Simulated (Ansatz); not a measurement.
Relaxed-ion elastic tensor of GaN (wurtzite, space group No. 186) in GPa (Voigt order), the program Ansatz at the r²SCAN level (PAW); density 6.11 g/cm³, 11.37 Å³ per atom.

```
      1     2     3     4     5    6
-  ----  ----  ----  ----  ----  ---
1   363   133  94.9   0.0   0.0  0.0
2   133   363  94.9   0.0   0.0  0.0
3  94.9  94.9   401   0.0   0.0  0.0
4   0.0   0.0   0.0  98.0   0.0  0.0
5   0.0   0.0   0.0   0.0  98.0  0.0
6   0.0   0.0   0.0   0.0   0.0  115
```

### Question
Is the crystal mechanically stable?

### Answer
Yes: the smallest eigenvalue of C is 98.0 GPa.

### Question
Work out the Voigt, Reuss and Hill averages.

### Answer
K_V = 197, K_R = 197, K_H = 197; G_V = 116, G_R = 113, G_H = 114 GPa.

### Question
Give Young's modulus, Poisson's ratio, Pugh's ratio and the universal anisotropy index.

### Answer
E = 9KG/(3K + G) = 287 GPa; ν = 0.26; K/G = 1.72 (near the Pugh limit of 1.75, no verdict); A_U = 5G_V/G_R + K_V/K_R − 6 = 0.13.

### Question
Estimate the sound speeds and the Debye temperature.

### Answer
v_l = √((K + 4G/3)/ρ) = 7560 m/s, v_t = √(G/ρ) = 4320 m/s, mean 4800 m/s; Θ = (h/k)(3n/4πV)^(1/3) v_m = 636 K.

### Question
Solve the Christoffel equation for the three sound speeds along x, y, z.

### Answer
Eigenvalues of C_ijkl n_j n_l equal ρv² (piezoelectric stiffening left out). In km/s, slowest first: x 4.00, 4.34, 7.71; y 4.00, 4.34, 7.71; z 4.00, 4.00, 8.10.

### Question
How much does each axis shrink under pressure?

### Answer
Linear compressibilities β_i = Σ_j S_ij (j = 1 to 3): x 1.7, y 1.7, z 1.7 per TPa.

Space group P6_3mc (wurtzite). The cell was relaxed with r²SCAN under the symmetry of its start; phonons on a q-mesh show no instability.

Potentials: the later of the program's two PAW sets.
